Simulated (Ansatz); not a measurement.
A geometry of Al away from equilibrium: the start of the relaxation of a relaxed Al cell, doubled along one cell vector, shaken by Gaussian noise of σ = 0.08 Å a coordinate. Calculation: r2SCAN (plane waves to 500 eV, PAW, scalar-relativistic; Ansatz, an electronic-structure program). Γ-centred k-mesh 8×8×6 on the run's cell (coarser than for final values), Fermi–Dirac smearing 0.05 eV.

```xyz
6
Lattice="4.5449 0.0000 0.0000 -2.2725 3.9360 0.0000 0.0000 0.0000 5.5154" Properties=species:S:1:pos:R:3 pbc="T T T"
Al     0.0844     0.0378     0.0824
Al     0.1345    -0.1097     2.6584
Al     0.0477     2.5847     1.4138
Al    -0.1234     2.6550     4.0883
Al     2.2189     1.3133     1.5523
Al     2.2958     1.3423     4.2015
```

**Question.** What forces act on the atoms (eV/Å)?

**Answer.** 
```json
[
 {"atom": "Al1", "Fx": "-0.26", "Fy": "-0.01", "Fz": "-0.88"},
 {"atom": "Al2", "Fx": "-0.59", "Fy": "0.35", "Fz": "1.02"},
 {"atom": "Al3", "Fx": "-0.35", "Fy": "0.24", "Fz": "-0.55"},
 {"atom": "Al4", "Fx": "1.04", "Fy": "-0.02", "Fz": "0.41"},
 {"atom": "Al5", "Fx": "0.81", "Fy": "-0.36", "Fz": "-0.58"},
 {"atom": "Al6", "Fx": "-0.64", "Fy": "-0.20", "Fz": "0.57"}
]
```

**Question.** What is the pressure?

**Answer.** +1.7 GPa, compression positive.

No spin polarisation in the result.

Of the parent cell (P6/mmm (No. 191)): it is a generated cell of Al: the first start was made by placing the elements on the sites of a structure type, and the end was not matched to a known phase here, so it may be hypothetical. Known forms of Al include space group No. 225.
